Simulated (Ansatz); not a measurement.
ZnO:
```
CELL_PARAMETERS angstrom
      5.57998     0.00000     0.00000
      0.00000     5.57998     0.00000
      0.00000     0.00000     5.57998
ATOMIC_POSITIONS crystal
  Zn 0.25000 0.00000 0.50000
  Zn 0.75000 0.00000 0.50000
  Zn 0.50000 0.25000 0.00000
  Zn 0.50000 0.75000 0.00000
  Zn 0.00000 0.50000 0.25000
  Zn 0.00000 0.50000 0.75000
  O  0.75000 0.50000 0.00000
  O  0.25000 0.50000 0.00000
  O  0.00000 0.75000 0.50000
  O  0.00000 0.25000 0.50000
  O  0.50000 0.00000 0.75000
  O  0.50000 0.00000 0.25000
```

Relaxed with r²SCAN. Independent-particle spectrum: no excitons, no local fields, no scissors shift; 0.1 eV broadening; ε₁ of the summed bands alone.

Tabulate the dielectric function from r²SCAN (plane waves, PAW; program Ansatz).



| E (eV) | ε₁ xx | ε₂ xx |
|---|---|---|
| 0.0 | 3.54 | 0.00 |
| 0.5 | 3.58 | 0.00 |
| 1.0 | 3.76 | 0.00 |
| 1.5 | 4.32 | 0.66 |
| 2.0 | 3.67 | 1.07 |
| 2.5 | 3.36 | 1.06 |
| 3.0 | 3.25 | 1.07 |
| 3.5 | 3.12 | 1.07 |
| 4.0 | 3.06 | 1.04 |
| 4.5 | 3.08 | 1.07 |
| 5.0 | 3.08 | 1.25 |
| 5.5 | 2.94 | 1.17 |
| 6.0 | 2.97 | 1.07 |
| 6.5 | 3.20 | 1.29 |
| 7.0 | 3.09 | 1.71 |
| 7.5 | 3.08 | 1.62 |
| 8.0 | 3.32 | 1.93 |
| 8.5 | 3.18 | 2.71 |
| 9.0 | 2.25 | 2.60 |
| 9.5 | 2.12 | 1.79 |
| 10.0 | 2.71 | 1.95 |
| 10.5 | 2.42 | 2.62 |
| 11.0 | 2.71 | 3.02 |
| 11.5 | 1.53 | 3.86 |
| 12.0 | 1.20 | 3.02 |

From ε at 1.6 eV (xx: 4.16 + 0.86i), find n, k, the normal reflectivity and the absorption coefficient.

n = 2.05, k = 0.210, R = 12 %, α = 2kE/ħc = 34000 cm⁻¹.

With all bands, ε∞ without local fields is 3.73.

Space group Pm-3n. The start of the workflow was typed in or built on a structure type; neither database checked (COD, Materials Project) lists it. It is not the phase usual at ambient conditions (space group No. 186). The r²SCAN relaxation kept the symmetry of its start; whether a distortion lowers the energy is not shown.

Potentials: the later of the program's two PAW sets.
